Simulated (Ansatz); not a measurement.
A geometry of MgTe2 away from equilibrium: the start of the relaxation of a generated trial cell of MgTe2 in the AFLOW prototype A2B_mP12_3_bc3e_2e (as in SiO2). Computed with r2SCAN (plane waves to 500 eV, PAW, scalar-relativistic; Ansatz, a first-principles code). Γ-centred k-mesh 3×3×2 on the run's cell (coarser than for final values), Fermi–Dirac smearing 0.05 eV.

```xyz
12
Lattice="5.8976 0.0000 0.0000 0.0000 5.8535 0.0000 -2.0748 0.0000 10.3129" Properties=species:S:1:pos:R:3:forces:R:3 pbc="T T T" free_energy=-63652.289 pressure_GPa=26.0
Mg    -0.3692     0.0000     7.1830   -3.3400    4.3031    1.7589
Mg     4.1919     0.0000     3.1299    3.3400    4.3031   -1.7589
Mg     1.8776     3.4280     1.8354   -2.6636   -1.6526   -1.3488
Mg     1.9452     3.4280     8.4775    2.6636   -1.6526    1.3488
Te    -1.0374     0.9311     5.1564    0.0000    3.5657    0.0000
Te     2.9488     4.3233     0.0000    0.0000    3.5166    0.0000
Te    -0.2512     4.4018     1.9519   -1.7941   -0.4455   -1.6839
Te     4.0740     4.4018     8.3610    1.7941   -0.4455    1.6839
Te     0.9448     4.1837     6.6079    1.7938   -4.0897   -7.6565
Te     2.8780     4.1837     3.7050   -1.7938   -4.0897    7.6565
Te     2.4975     1.1822     1.9390   -1.1571   -1.6565   -1.7152
Te     1.3253     1.1822     8.3739    1.1571   -1.6565    1.7152
```

Positions in Å, forces in eV/Å, free energy of the cell in eV (comparable only within this code, potentials and settings). Largest force: 8.86 eV/Å, on Te9, Te10 (atoms numbered as listed); the geometry lies 1.50 eV/atom above the end of its relaxation.

The relaxed cell holds bonded Te–Te pairs (2.69 Å). No spin polarisation in the result.

The run could not lose the symmetry of its start, so the end can be a saddle point.

The end of the path is a generated cell of MgTe2: the first start was made by placing the elements on the sites of a structure type, and the end was not matched to a known phase here, so it may be hypothetical.
